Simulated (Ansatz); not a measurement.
A geometry of TiO₂ away from equilibrium: the start of the relaxation of a relaxed TiO2 cell, doubled along one cell vector, shaken by Gaussian noise of σ = 0.08 Å a coordinate. Calculation: r2SCAN (plane waves to 500 eV, PAW, scalar-relativistic; Ansatz, an electronic-structure program). Γ-centred k-mesh 9×5×3 on the run's cell (coarser than for final values), Fermi–Dirac smearing 0.05 eV.

```xyz
12
Lattice="2.8664 0.0000 0.0000 -2.8664 4.9648 0.0000 0.0000 0.0000 9.9202" Properties=species:S:1:pos:R:3 pbc="T T T"
Ti     0.0383     1.7755     7.4444
Ti    -1.3819     4.0000     7.5259
Ti     1.2925     0.8818     2.5287
Ti     0.0927     3.2481     2.4820
O     -0.0127     1.4772     1.3875
O     -1.5969     4.2399     1.4082
O      1.4407     0.7374     6.3196
O      0.0710     3.2958     6.4127
O      1.3546     0.9055     8.6074
O     -0.0513     3.2258     8.5178
O     -0.0157     1.5357     3.6201
O     -1.4185     4.1562     3.7310
```

### Question
Predict the force on each atom, in eV/Å.

### Answer
| atom | Fx | Fy | Fz |
|---|---|---|---|
| Ti1 | -0.55 | -9.14 | -1.09 |
| Ti2 | -1.15 | 6.98 | -1.00 |
| Ti3 | 2.80 | -4.08 | 0.88 |
| Ti4 | -1.88 | 2.77 | 1.17 |
| O5 | -0.97 | 2.61 | -0.92 |
| O6 | 0.21 | -1.90 | 0.29 |
| O7 | 0.73 | 0.32 | 1.48 |
| O8 | 0.50 | 0.42 | -2.79 |
| O9 | 0.15 | -0.11 | -0.98 |
| O10 | 0.31 | 1.56 | 4.40 |
| O11 | -0.39 | 1.97 | 0.96 |
| O12 | 0.24 | -1.38 | -2.38 |

### Question
What is the pressure?

### Answer
+6.0 GPa, compression positive.

### Question
How far above the relaxed end point is this geometry?

### Answer
0.71 eV/atom; the path ends in Pmn2₁ (No. 31).

No spin polarisation in the result. No dispersion correction is included, so spacings between layers, chains or molecules are soft and tend to come out too large.

The end of the path is a generated cell of TiO2: the first start was made by placing the elements on the sites of a structure type, and the end was not matched to a known phase here, so it may be hypothetical. Known forms of TiO2 include space group No. 61, 136, 141.
